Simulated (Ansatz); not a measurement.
**Random displacements in CoW3**

All numbers below come from DFT PBEsol, scalar-relativistic, plane waves, PAW (Ansatz 0.2.0). Settings: plane waves to 420 eV, k-mesh 12×12×12 (Γ-centred), Gaussian smearing 0.15 eV. Spin–orbit coupling is left out, which matters for the heavy elements here. No spin polarisation. A magnetic state may lie lower. Energies are free energies at this smearing, counted from the undisturbed cell; pressure is positive in compression.

The starting cell (relaxed at this level; it needn't be the usual structure):

```
Co W
1.0
     3.85824    0.00000    0.00000
     0.00000    3.85824    0.00000
     0.00000    0.00000    3.85824
Co W
1 3
Direct
  0.00000 0.00000 0.00000
  0.00000 0.50000 0.50000
  0.50000 0.00000 0.50000
  0.50000 0.50000 0.00000
```

The atoms are displaced (Å, in the unstrained cell):

| atom | ux | uy | uz |
| --- | --- | --- | --- |
| Co1 | 0.163 | -0.271 | -0.106 |
| W2 | -0.384 | -0.398 | -0.185 |
| W3 | 0.178 | 0.433 | 0.502 |
| W4 | 0.043 | 0.237 | -0.211 |

Strain (Voigt, engineering shear): (0.0062, 0.0265, -0.0072, 0.0257, -0.0069, 0.0168).

Problem. What are the energy change, the stress and the forces?

Solution. ΔE = 2258.6 meV/atom; stress (xx, yy, zz, yz, xz, xy; compression positive) (77.09, 77.51, 41.72, -11.19, -25.35, 33.01) GPa.
```
atom Fx (eV/Å) Fy Fz
 Co1      -0.60    0.57   1.80
  W2      16.90   12.15  -6.67
  W3     -12.89  -16.10  -1.96
  W4      -3.41    3.37   6.83
```

Cost: 1 run of about 1.2 core-minutes, on Intel Xeon 6975P-C (Granite Rapids) (shared hosts).